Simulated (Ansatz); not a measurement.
Run on Pt (bcc type): DFT, LDA, all-electron LAPW, scalar-relativistic (Ansatz 0.2.0). This run: volume at 0.6 of the series' base cell.

The cell comes from a relaxation on PAW files under the same functional, begun from a prototype that needn't be the stable phase.

Command: `ansatz run input.yaml --threads 1 --pin off --max-ram 2048MiB --backend cpu --events-out ev --progress --plain --runs-dir out` It took 38 s on 1 thread of Arm Neoverse V1, on a shared host, peak memory 0.49 GiB.

```yaml
crystal:
  lattice:
    - [-1.3085484247, 1.3085484247, 1.3085484247]
    - [1.3085484247, -1.3085484247, 1.3085484247]
    - [1.3085484247, 1.3085484247, -1.3085484247]
  atoms:
    - { symbol: Pt, position: [0.0, 0.0, 0.0] }
kpoints:
  mp_grid: { grid: [19, 19, 19] }
scf:
  occupations: { method: fermi_dirac, width: 0.1 }
hamiltonian:
  xc: lda
  pseudopotentials: { kind: all_electron, lapw: { basis_error: 0.001 } }
output:
  forces: true
  stress: true
  eigenvalues: true
  populations: true
```

Output:

```
Pt: projections on atomic orbitals take those of the free atom 1s2 2s2 2p6 3s2 3p6 3d10 4s2 4p6 4d10 4f14 5s2 5p6 5d9 6s1, of charge +0.00 (hamiltonian.pseudopotentials.projection_atoms)
LAPW: plane waves up to 10.755 Å⁻¹, error target 1.0e-3 eV per atom; small_component_spin mean_spin; Pt in spheres of 1.133 Å, 48 of its electrons in bands, Dirac shells [] (how accurate: hamiltonian.pseudopotentials.lapw.basis_error, Limitations)
Engine: ansatz 0.2.0
Pseudopotentials: kind: all_electron
Pseudopotential: Pt, LAPW, valence charge 48, lapw/all_electron/scalar/gaussian/Pt, Koelling and Harmon's equation, gaussian nucleus
Functional definition: SPW92
  exchange = slater_x
  correlation = pw_c
Crystal: 1 atoms, lattice volume = 8.963 Å³
Basis set: ecut = 440.72647921970713 eV, 201 PW (Γ), exchange–correlation at level 2
Bands: 29, of which v1, the nominal top of the filled ones, is band 24 counted from 1 (23 counted from 0)
Symmetry: 48 space group operations
Space group: Im-3m (ITA 229), of the structure as read, at distance tolerance 2.1e-5 Å
k-points: 220 of 6859
Non-local potential: Pt, projectors of the file, none
Initial density: superposition of atomic densities (chi_scale 0.1, normalization cell)
Initial wavefunctions: plane waves of lowest kinetic energy (no species holds an atomic orbital)
Functional: x = slater, c = lda
iter 1 solved again at ethr=9.70e-5 eV; its pass at ethr=1.00e-1 eV (dr2=4.66e-2 eV) is discarded
SCF iter   1: F=—  HF=-500673.306201 eV  |F-HF|=—  |Δ(HF+E_count)|=         —  Δρ=3.44e-2  dr2=4.66e-2  ethr=9.70e-5  ⟨swp⟩=3.0  Hψ=40753  notcnv=0
preconditioner: auto → Kerker (q_TF=auto, 3.609 Å⁻¹)  [metal: Δε(μ)=0.017 eV  Ē_g=23.558 eV  σ=0.100 eV  W_gap=0.04  n_scr=12 (ndim 8)  ℏωp=39.2 eV  f_vac=0.000  D(μ)=0.65/eV (n_scr^D=12)]
SCF iter   2: F=—  HF=-500673.230075 eV  |F-HF|=—  |Δ(HF+E_count)|=   7.61e-2  Δρ=1.61e-2  dr2=1.24e-2  ethr=9.70e-5  ⟨swp⟩=2.0  Hψ=18471  notcnv=0
SCF iter   3: F=—  HF=-500673.221451 eV  |F-HF|=—  |Δ(HF+E_count)|=   8.62e-3  Δρ=8.44e-3  dr2=4.13e-3  ethr=2.59e-5  ⟨swp⟩=2.0  Hψ=18303  notcnv=0
SCF iter   4: F=—  HF=-500673.219965 eV  |F-HF|=—  |Δ(HF+E_count)|=         —  Δρ=4.33e-3  dr2=1.25e-3  ethr=8.61e-6  ⟨swp⟩=2.0  Hψ=18300  notcnv=0
the basis was enlarged: its passes take 303.8 KiB over the memory plan, 1 of 1 planned eigensolver slots
SCF iter   5: F=—  HF=-500673.219927 eV  |F-HF|=—  |Δ(HF+E_count)|=   3.84e-5  Δρ=1.55e-3  dr2=1.65e-4  ethr=2.61e-6  ⟨swp⟩=2.0  Hψ=18302  notcnv=0
iter 6 solved again at ethr=4.48e-9 eV; its pass at ethr=3.44e-7 eV (dr2=2.15e-6 eV) is discarded
SCF iter   6: F=—  HF=-500673.219932 eV  |F-HF|=—  |Δ(HF+E_count)|=   4.95e-6  Δρ=2.44e-4  dr2=2.15e-6  ethr=4.48e-9  ⟨swp⟩=2.0  Hψ=31322  notcnv=0
SCF iter   7: F=-500673.219932 eV  HF=-500673.219932 eV  |F-HF|=4.60e-9  |Δ(HF+E_count)|=   1.43e-7  Δρ=3.68e-5  dr2=4.64e-8  ethr=4.47e-9  ⟨swp⟩=2.0  Hψ=18301  notcnv=0
SCF 1 converged in 7 iterations: F = -500673.219932 eV  dr2 = 4.64e-8
SCF converged after 7 iterations
Free energy (F): -500673.219932 eV
Harris-Foulkes:  -500673.219932 eV  (|F-HF|=4.60e-9)
Internal energy: -500673.199555 eV  (E = F + TS)
E sigma→0 (E₀):  -500673.209743 eV
Entropy (-TS):   -0.020377 eV (-20.377 meV/atom)
Fermi energy:    52.785636 eV
--- Per-component energies (eV) ---
  E_band       = -5167.452660
  E_kinetic    = 568505.530325
  E_xc         = -9428.704468
  E_electrostatic = -1059750.025411  (all electrons and nuclei)
  E_smearing   = -0.020377  (= −TS)
  E_closure    = -0.000000  (closes the sum)
  E_atoms      = -500671.935187  (free atoms, spherical and without spin; not in F)
  Σ components = -500673.219932   (vs F -500673.219932, Δ=0.00e0)
  Basis errors (estimates in eV, not in F): energy 2.7e-4 per atom: plane waves 2.4e-4 (1.2e-4 summed), levels above the bands 3.6e-114, relativity 2.6e-8, radial functions 3.3e-5, core shells 6.4e-7; eigenvalues (radial functions only) 8.4e-6; not estimated: angular momenta, meshes, grids; target (lapw.basis_error) 1.0e-3; muffin-tin radii Pt 1.133 Å
--- Forces (eV/Å), atoms counted from 1 ---
  atom   1  Pt    -0.00000000     0.00000000     0.00000000
  max |Σ_I F_I| component: 1.00e-30 eV/Å
--- Stress (GPa, compression-positive) ---
      543.046614       0.000000       0.000000
        0.000000     543.046614      -0.000000
        0.000000      -0.000000     543.046614
  P = ⅓ Tr σ = 543.0466 GPa (5430.466 kbar)
--- Band table (eV; the first three rows and the last of 220) ---
  k-point 0: bands = ["-463.4946", "-463.4946", "-463.4946", "-251.4327", "-251.4327", "-251.4327", "-251.3690", "-251.3690", "-48.1072", "-15.7169", "-15.7169", "-15.7169", "-15.7129", "-15.6496", "-15.6496", "-15.6496", "-1.0774", "-1.0774", "-1.0774", "36.2712", "44.6142", "44.6142", "44.6142", "50.0306", "50.0306", "67.9424", "67.9424", "67.9424", "87.3145"]
  k-point 1: bands = ["-463.4946", "-463.4946", "-463.4946", "-251.4327", "-251.4327", "-251.4327", "-251.3690", "-251.3690", "-48.0966", "-15.7167", "-15.7164", "-15.7162", "-15.7139", "-15.6502", "-15.6498", "-15.6498", "-1.1647", "-1.1040", "-1.0781", "36.4889", "44.4968", "44.6065", "44.8191", "49.8331", "50.0321", "68.1181", "68.2759", "68.4543", "85.4849"]
  k-point 2: bands = ["-463.4946", "-463.4946", "-463.4946", "-251.4327", "-251.4327", "-251.4327", "-251.3690", "-251.3690", "-48.0661", "-15.7168", "-15.7159", "-15.7147", "-15.7142", "-15.6520", "-15.6503", "-15.6502", "-1.4135", "-1.1805", "-1.0802", "37.1040", "44.1695", "44.5698", "45.4265", "49.3894", "50.0451", "68.5822", "69.2503", "69.8132", "82.7179"]
  k-point 219: bands = ["-463.4946", "-463.4946", "-463.4946", "-251.4326", "-251.4326", "-251.4326", "-251.3690", "-251.3690", "-47.4274", "-15.7818", "-15.6826", "-15.6826", "-15.6826", "-15.6711", "-15.6709", "-15.6709", "-3.0715", "-3.0562", "-3.0562", "38.3019", "38.3525", "53.9683", "53.9683", "54.1954", "62.0321", "62.7914", "62.7914", "76.0979", "80.0483"]
--- Löwdin populations: 1 site ---
  site symbol       q [e]
     0     Pt     77.8499
  spilling = 0.001924 (of n_electrons = 78.000000)
```

populations.tsv:

```
# site	symbol	l	j	q
# orbitals = lowdin
# n_electrons = 78.000000
# spilling = 0.001924
# projection_atom_Pt: 1s2 2s2 2p6 3s2 3p6 3d10 4s2 4p6 4d10 4f14 5s2 5p6 5d9 6s1
0	Pt	0_1S	-	1.999999
0	Pt	0_2S	-	1.999967
0	Pt	0_3S	-	1.999607
0	Pt	0_4S	-	1.996049
0	Pt	0_5S	-	1.948571
0	Pt	0_6S	-	0.893372
0	Pt	1_2P	-	6.000000
0	Pt	1_3P	-	5.999996
0	Pt	1_4P	-	5.999922
0	Pt	1_5P	-	5.993399
0	Pt	2_3D	-	9.999998
0	Pt	2_4D	-	9.999949
0	Pt	2_5D	-	9.019252
0	Pt	3_4F	-	13.999868
```

Next run (volume at 0.5 of the series' base cell), as changes to the input before:

```diff
   lattice:
-    - [-1.3085484247, 1.3085484247, 1.3085484247]
-    - [1.3085484247, -1.3085484247, 1.3085484247]
-    - [1.3085484247, 1.3085484247, -1.3085484247]
+    - [-1.2313912131, 1.2313912131, 1.2313912131]
+    - [1.2313912131, -1.2313912131, 1.2313912131]
+    - [1.2313912131, 1.2313912131, -1.2313912131]
   atoms:
```

Results part of the output:

```
SCF 1 converged in 7 iterations: F = -500665.764053 eV  dr2 = 5.23e-8
SCF converged after 7 iterations
Free energy (F): -500665.764053 eV
Harris-Foulkes:  -500665.764053 eV  (|F-HF|=9.66e-9)
Internal energy: -500665.747507 eV  (E = F + TS)
E sigma→0 (E₀):  -500665.755780 eV
Entropy (-TS):   -0.016545 eV (-16.545 meV/atom)
Fermi energy:    64.706415 eV
--- Per-component energies (eV) ---
  E_band       = -5911.026536
  E_kinetic    = 568566.952426
  E_xc         = -9436.970074
  E_electrostatic = -1059795.729860  (all electrons and nuclei)
  E_smearing   = -0.016545  (= −TS)
  E_closure    = 0.000000  (closes the sum)
  E_atoms      = -500671.935187  (free atoms, spherical and without spin; not in F)
  Σ components = -500665.764053   (vs F -500665.764053, Δ=0.00e0)
  Basis errors (estimates in eV, not in F): energy 2.8e-4 per atom: plane waves 2.4e-4 (1.2e-4 summed), levels above the bands 6.8e-122, relativity 4.1e-8, radial functions 4.2e-5, core shells 1.3e-10; eigenvalues (radial functions only) 9.6e-6; not estimated: angular momenta, meshes, grids; target (lapw.basis_error) 1.0e-3; muffin-tin radii Pt 1.066 Å
--- Forces (eV/Å), atoms counted from 1 ---
  atom   1  Pt    -0.00000000     0.00000000    -0.00000000
  max |Σ_I F_I| component: 1.64e-30 eV/Å
--- Stress (GPa, compression-positive) ---
     1131.459350       0.000000      -0.000000
        0.000000    1131.459350       0.000000
       -0.000000       0.000000    1131.459350
  P = ⅓ Tr σ = 1131.4593 GPa (11314.593 kbar)
--- Band table (eV; the first three rows and the last of 220) ---
  k-point 0: bands = ["-627.0757", "-452.4855", "-452.4855", "-452.4855", "-240.4374", "-240.4374", "-240.4374", "-240.3767", "-240.3767", "-38.0604", "-4.7977", "-4.7977", "-4.7977", "-4.7378", "-4.6983", "-4.6983", "-4.6983", "9.9552", "9.9552", "9.9552", "45.7024", "54.0602", "54.0602", "54.0602", "60.7425", "60.7425", "78.2155", "78.2155", "78.2155", "101.9243"]
  k-point 1: bands = ["-627.0757", "-452.4855", "-452.4855", "-452.4855", "-240.4374", "-240.4374", "-240.4374", "-240.3767", "-240.3767", "-38.0389", "-4.7972", "-4.7965", "-4.7962", "-4.7398", "-4.6995", "-4.6986", "-4.6986", "9.7978", "9.9089", "9.9532", "45.9836", "53.9027", "54.0512", "54.3256", "60.4529", "60.7383", "78.4535", "78.6233", "78.9384", "99.8385"]
  k-point 2: bands = ["-627.0757", "-452.4855", "-452.4855", "-452.4855", "-240.4374", "-240.4374", "-240.4373", "-240.3767", "-240.3767", "-37.9762", "-4.7955", "-4.7930", "-4.7919", "-4.7460", "-4.7031", "-4.6996", "-4.6994", "9.3524", "9.7767", "9.9473", "46.7548", "53.4673", "54.0159", "55.1112", "59.8336", "60.7408", "79.1002", "79.8090", "80.8543", "96.5459"]
  k-point 219: bands = ["-627.0757", "-452.4855", "-452.4855", "-452.4855", "-240.4369", "-240.4369", "-240.4369", "-240.3768", "-240.3768", "-36.6595", "-4.8762", "-4.7454", "-4.7451", "-4.7451", "-4.7246", "-4.7244", "-4.7244", "6.6039", "6.6324", "6.6324", "45.8735", "45.9535", "66.1614", "66.1614", "66.4636", "74.9537", "75.8558", "75.8558", "91.9726", "92.0703"]
--- Löwdin populations: 1 site ---
  site symbol       q [e]
     0     Pt     77.8431
  spilling = 0.002012 (of n_electrons = 78.000000)
```

Next run (volume at 0.4 of the series' base cell), as changes to the input before:

```diff
   lattice:
-    - [-1.2313912131, 1.2313912131, 1.2313912131]
-    - [1.2313912131, -1.2313912131, 1.2313912131]
-    - [1.2313912131, 1.2313912131, -1.2313912131]
+    - [-1.1431223409, 1.1431223409, 1.1431223409]
+    - [1.1431223409, -1.1431223409, 1.1431223409]
+    - [1.1431223409, 1.1431223409, -1.1431223409]
   atoms:
   mp_grid: { grid: [19, 19, 19] }
+  band_path:
+    path:
+      - [0.0, 0.0, 0.0]
+      - [0.5, -0.5, 0.5]
+      - [0.0, 0.0, 0.5]
+      - [0.0, 0.0, 0.0]
+      - [0.25, 0.25, 0.25]
+      - [0.5, -0.5, 0.5]
+      - [0.25, 0.25, 0.25]
+      - [0.0, 0.0, 0.5]
+    npoints: 8
 scf:
   populations: true
+  dos: { projected: true, de: 0.2, e_range: [-14, 8] }
```

Results part of the output:

```
SCF 1 converged in 7 iterations: F = -500649.826107 eV  dr2 = 1.49e-8
NSCF: frozen V_eff on 57 k-points
SCF converged after 7 iterations
Free energy (F): -500649.826107 eV
Harris-Foulkes:  -500649.826107 eV  (|F-HF|=2.15e-9)
Internal energy: -500649.813496 eV  (E = F + TS)
E sigma→0 (E₀):  -500649.819801 eV
Entropy (-TS):   -0.012611 eV (-12.611 meV/atom)
Fermi energy:    82.491541 eV
--- Per-component energies (eV) ---
  E_band       = -5139.311474
  E_kinetic    = 568673.699937
  E_xc         = -9449.800204
  E_electrostatic = -1059873.713228  (all electrons and nuclei)
  E_smearing   = -0.012611  (= −TS)
  E_closure    = -0.000000  (closes the sum)
  E_atoms      = -500671.935187  (free atoms, spherical and without spin; not in F)
  Σ components = -500649.826107   (vs F -500649.826107, Δ=0.00e0)
  Basis errors (estimates in eV, not in F): energy 2.6e-4 per atom: plane waves 2.3e-4 (1.2e-4 summed), levels above the bands 3.1e-131, relativity 6.7e-8, radial functions 3.4e-5, core shells 6.9e-11; eigenvalues (radial functions only) 1.4e-5; not estimated: angular momenta, meshes, grids; target (lapw.basis_error) 1.0e-3; muffin-tin radii Pt 0.990 Å
--- Forces (eV/Å), atoms counted from 1 ---
  atom   1  Pt    -0.00000000     0.00000000    -0.00000000
  max |Σ_I F_I| component: 2.05e-29 eV/Å
--- Stress (GPa, compression-positive) ---
     2486.706986      -0.000000      -0.000000
       -0.000000    2486.706986       0.000000
       -0.000000       0.000000    2486.706986
  P = ⅓ Tr σ = 2486.7070 GPa (24867.070 kbar)
--- Band table (eV; the first three rows and the last of 220) ---
  k-point 0: bands = ["-611.0936", "-436.5259", "-436.5259", "-436.5259", "-224.5039", "-224.5039", "-224.5039", "-224.4498", "-224.4498", "-24.1519", "10.9747", "10.9747", "10.9747", "11.1589", "11.1589", "11.1589", "11.1792", "26.1724", "26.1724", "26.1724", "60.5880", "67.7520", "67.7520", "67.7520", "76.1682", "76.1682", "92.9096", "92.9096", "92.9096", "123.0663"]
  k-point 1: bands = ["-611.0936", "-436.5259", "-436.5259", "-436.5259", "-224.5039", "-224.5038", "-224.5038", "-224.4498", "-224.4498", "-24.1049", "10.9761", "10.9777", "10.9782", "11.1561", "11.1579", "11.1579", "11.1748", "25.8659", "26.0838", "26.1666", "60.9797", "67.5293", "67.7496", "68.1186", "75.7124", "76.1478", "93.2492", "93.4269", "93.9712", "120.5428"]
  k-point 2: bands = ["-611.0936", "-436.5259", "-436.5259", "-436.5259", "-224.5039", "-224.5038", "-224.5036", "-224.4499", "-224.4498", "-23.9679", "10.9801", "10.9865", "10.9885", "11.1482", "11.1499", "11.1553", "11.1672", "25.0116", "25.8330", "26.1496", "61.9658", "66.9206", "67.7874", "69.1993", "74.8107", "76.1170", "94.1903", "94.9190", "96.7242", "116.4698"]
  k-point 219: bands = ["-611.0936", "-436.5260", "-436.5260", "-436.5260", "-224.5020", "-224.5020", "-224.5020", "-224.4505", "-224.4505", "-20.9860", "10.8689", "11.0303", "11.0307", "11.0307", "11.1514", "11.1519", "11.1519", "20.2043", "20.2607", "20.2607", "56.6982", "56.8330", "84.0939", "84.0939", "84.4817", "94.1406", "95.2582", "95.2582", "109.4141", "114.4738"]
--- Löwdin populations: 1 site ---
  site symbol       q [e]
     0     Pt     77.8228
  spilling = 0.002271 (of n_electrons = 78.000000)
```

Spin–orbit coupling is left out, which matters for the heavy atoms. The structure type is held throughout; the real material can change phase at far lower pressure.
